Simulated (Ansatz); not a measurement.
An Ansatz input:

```yaml
crystal:
  lattice:
    - [3.9701439143, 0.0, 0.0]
    - [-1.9850719572, 3.4382454865, 0.0]
    - [0.0, 0.0, 2.4336982195]
  atoms:
    - { symbol: Co, position: [0.0, 0.0, 0.0], spin: 1.7 }
    - { symbol: Co, position: [0.3333333333, 0.6666666667, 0.5], spin: 1.7 }
    - { symbol: Co, position: [0.6666666667, 0.3333333333, 0.5], spin: 1.7 }
hamiltonian:
  xc: lda
  pseudopotentials:
    kind: paw
    azcp:
      Co: "pseudopotentials/Co.paw.azcp"
basis:
  ecutwfc: 420
  fft_grid_basis: typed
kpoints:
  mp_grid: { grid: [9, 9, 13], shift: [0, 0, 0] }
magnetization:
  spin_polarized: true
scf:
  occupations: { method: fermi_dirac, width: 0.05 }
relax:
  max_steps: 60
  f_tol: 0.01
  cell: {}
```

Output

```
Warning: the record states the generating functional pbe (its physics header spells it `PBE`), which answers neither for hamiltonian.xc's functional nor for the lda family's — results may be inconsistent (PPs are generated against a specific XC)
Engine: ansatz 0.2.0, x86_64-unknown-linux-gnu
Pseudopotentials: kind: paw
Pseudopotential: Co, paw, valence charge 17, recommended cutoff 420 eV (normal) 
Functional definition: SPW92
  exchange = slater_x
  correlation = pw_c
Crystal: 3 atoms, lattice volume = 33.221 Å³
Basis set: ecut = 420 eV, 669 PW (Γ)
Bands: 34, of which v1, the nominal top of the filled ones, is band 26 counted from 1 (25 counted from 0)
Symmetry: 24 space group operations
Space group: P6/mmm (ITA 191), of the structure as read, at distance tolerance 3.2e-5 Å
Magnetic group: BNS 191.233 (UNI 1463), of the structure as read, at distance tolerance 3.2e-5 Å
k-points: 84 of 1053
Non-local potential: Co, projectors of the file, l = 0: 3, l = 1: 2, l = 2: 3, l = 3: 1
PAW form: soft (Blöchl's): semilocal exchange-correlation on the pseudo side does not see the compensation charge
PAW frozen core: Co, regenerated for the run's functional, and the local potential with it (the file was generated under x = pbe(κ = 0.804, μ = 0.2195149727645171), c = pbe(β = 0.06672455060314922))
PAW one-centre angular grid: Co, 590 points (default); XC on 64 Gauss nodes
Initial density: superposition of atomic densities (chi_scale 0.1, normalization cell)
Starting moments: Σ|m| = 5.1 μB on 3 of 3 sites
Initial wavefunctions: pseudopotential atomic-orbital guess
Functional: x = slater, c = lda
SCF iter   1: F=—  HF=-15186.949391 eV  |F-HF|=—  |Δ(HF+E_count)|=         —  Δρ=1.03e-1 (↑4.41e-2 ↓1.03e-1)  dr2=3.90e0  dr2_m=2.97e-1  M=4.905 μB ∫|m|=5.033 μB  β_m=0.30  ethr=3.10e-3  ⟨swp⟩=5.6  Hψ=19416  notcnv=0
Mixer restart at iter 1: flushing history
SCF iter   2: F=—  HF=-15185.699141 eV  |F-HF|=—  |Δ(HF+E_count)|=    1.25e0  Δρ=4.51e-2 (↑1.75e-2 ↓4.51e-2)  dr2=2.42e-1  dr2_m=2.78e-1  M=4.992 μB ∫|m|=5.158 μB  β_m=0.36  ethr=3.10e-3  ⟨swp⟩=2.2  Hψ=9983  notcnv=0  defer=197
SCF iter   3: F=—  HF=-15186.694597 eV  |F-HF|=—  |Δ(HF+E_count)|=         —  Δρ=2.83e-2 (↑2.83e-2 ↓1.95e-2)  dr2=2.21e-2  dr2_m=1.66e-1  M=5.044 μB ∫|m|=5.276 μB  β_m=0.36  ethr=4.75e-4  ⟨swp⟩=2.2  Hψ=7540  notcnv=0  defer=199
Mixer restart at iter 3: flushing history
SCF iter   4: F=—  HF=-15187.238558 eV  |F-HF|=—  |Δ(HF+E_count)|=   5.44e-1  Δρ=1.87e-2 (↑1.87e-2 ↓1.00e-2)  dr2=2.01e-2  dr2_m=5.99e-2  M=5.003 μB ∫|m|=5.262 μB  β_m=0.63  ethr=4.34e-5  ⟨swp⟩=2.2  Hψ=10392  notcnv=0  defer=199
SCF iter   5: F=—  HF=-15187.818992 eV  |F-HF|=—  |Δ(HF+E_count)|=   5.80e-1  Δρ=2.37e-2 (↑1.14e-2 ↓2.37e-2)  dr2=3.11e-1  dr2_m=1.30e-2  M=4.937 μB ∫|m|=5.233 μB  β_m=0.47  ethr=3.95e-5  ⟨swp⟩=3.0  Hψ=12579  notcnv=0  defer=198  recentre
...
SCF iter   5: F=—  HF=-15188.001766 eV  |F-HF|=—  |Δ(HF+E_count)|=   2.59e-9  Δρ=3.88e-7 (↑2.07e-7 ↓3.88e-7)  dr2=2.32e-11  dr2_m=1.98e-11  M=4.727 μB ∫|m|=4.984 μB  β_m=0.86  ethr=1.00e-12  ⟨swp⟩=2.0  Hψ=8010  notcnv=0
SCF iter   6: F=—  HF=-15188.001766 eV  |F-HF|=—  |Δ(HF+E_count)|=  3.11e-10  Δρ=3.23e-7 (↑3.23e-7 ↓1.99e-7)  dr2=5.22e-11  dr2_m=1.58e-12  M=4.727 μB ∫|m|=4.984 μB  β_m=0.66  ethr=1.00e-12  ⟨swp⟩=2.0  Hψ=7524  notcnv=0
SCF iter   7: F=—  HF=-15188.001766 eV  |F-HF|=—  |Δ(HF+E_count)|=  1.46e-11  Δρ=1.21e-7 (↑1.21e-7 ↓3.83e-8)  dr2=2.84e-12  dr2_m=9.06e-13  M=4.727 μB ∫|m|=4.984 μB  β_m=0.62  ethr=1.00e-12  ⟨swp⟩=1.0  Hψ=5728  notcnv=0
SCF iter   8: F=-15188.001766 eV  HF=-15188.001766 eV  |F-HF|=3.64e-12  |Δ(HF+E_count)|=  3.64e-12  Δρ=5.34e-8 (↑4.82e-8 ↓5.34e-8)  dr2=1.68e-12  dr2_m=2.62e-14  M=4.727 μB ∫|m|=4.984 μB  ethr=1.00e-12  ⟨swp⟩=3.3  Hψ=20346  notcnv=0
SCF 7 converged in 8 iterations: F = -15188.001766 eV  dr2 = 1.68e-12
relax step   7: F+E_penalty+E_count = -15188.00176575 eV  Δ(F+E_penalty+E_count) = +5.225e-5 eV  max|allowed force component| = 1.850e-17 eV/Å  Δτ_max = 0.0000 Å  P = +0.004 GPa  Ω = 30.598 Å³  stress off target by 3.31e-2 GPa  SCF on the basis re-selected at this cell (its energy is not comparable with the rows above)  (8 SCF iters)
basis re-selected at this cell: Δ(F+E_penalty+E_count) = +5.225e-5 eV, ΔP = -0.002 GPa vs the last step (what re-selecting the basis moved, of the pressure what is left beyond the Pulay correction that the steps carried, after the strain that the cell walked since its last selection, with what the two solves' SCF thresholds leave and, on support functions, any second-order correction that the steps lacked; it is no measure of the basis error at this ecutwfc). This SCF's stress stands 3.31e-2 GPa from its target on what of the cell is left free (relax.cell.stress_tol is 5.00e-2 GPa) and its largest allowed force component is 1.85e-17 eV/Å (relax.f_tol is 1.00e-2 eV/Å): within both
SCF converged after 8 iterations
Magnetization: 4.7268 μB (27.8634 up, 23.1366 down)
Absolute magnetization: 4.9851 μB (∫|ρ↑−ρ↓|, with the PAW one-centre terms)
Spin contamination: 0.0464 ħ² per cell (⟨S²⟩ above its minimum at these occupations)
Per-site moments (μB) at R_I (Å): [(1.5941603535536208, 0.9803918899242394), (1.614013538611656, 0.9182388054205469), (1.6140135386116565, 0.9182388054205469)]
Free energy (F): -15188.001766 eV
Harris-Foulkes:  -15188.001766 eV  (|F-HF|=3.64e-12)
Internal energy: -15187.983020 eV  (E = F + TS)
E sigma→0 (E₀):  -15187.992393 eV
Entropy (-TS):   -0.018746 eV (-6.249 meV/atom)
Fermi energy:    19.787429 eV
--- Per-component energies (eV) ---
  E_band       = -673.027061
  E_kinetic    = 1368.213649
  E_local      = -8274.334662  (includes V_loc(G=0)·N_el)
  E_nonlocal   = 1379.573219
  E_hartree    = 3470.155478
  E_xc         = -474.934343
  E_vxc        = -616.597548  (∫ρ·V_xc dr)
  E_paw        = -4358.911722  (= ΣΔE_a)
  E_vpaw       = -1470.192660  (= ΣTr[D̂ρ^β])
  E_aug_tail   = 0.000139  (compensation charges beyond the density's cutoff)
  E_ewald      = -8298.999529
  E_core_change = 1.254752  (= ΣΔE_core)
  E_smearing   = -0.018746  (= −TS)
  E_closure    = -0.000000  (closes the sum)
  Σ components = -15188.001766   (vs F -15188.001766, Δ=0.00e0)
--- Forces (eV/Å), atoms counted from 1 ---
  atom   1  Co    -0.00000000    -0.00000000     0.00000000
  atom   2  Co     0.00000000     0.00000000    -0.00000000
  atom   3  Co    -0.00000000    -0.00000000     0.00000000
  max |Σ_I F_I| component: 4.63e-18 eV/Å
--- Stress (GPa, compression-positive) ---
       -0.010887       0.000000      -0.000000
        0.000000      -0.010887      -0.000000
       -0.000000      -0.000000       0.033132
  P = ⅓ Tr σ = 0.0038 GPa (0.038 kbar)
--- Relaxed structure (5 steps of the walk, 5 accepted, 2 SCFs on fresh bases) ---
  F+E_penalty+E_count = -15188.00176575 eV   max|allowed force component| = 1.850e-17 eV/Å   (the final SCF, on the basis selected at the relaxed cell)
  cell:  # Å, volume = 30.5979 Å³
    - [3.855603065381187, 2.8034643900117784e-11, 0.0]
    - [-1.9278015327148723, 3.3390502015152443, 0.0]
    - [0.0, 0.0, 2.37670761193755]
  atoms:
    - { symbol: Co, position: [1.8302686590269014e-34, 6.690669213306045e-35, 0.0] }
    - { symbol: Co, position: [0.33333333333333337, 0.6666666666666666, 0.5] }
    - { symbol: Co, position: [0.6666666666666667, 0.3333333333333333, 0.5] }
```
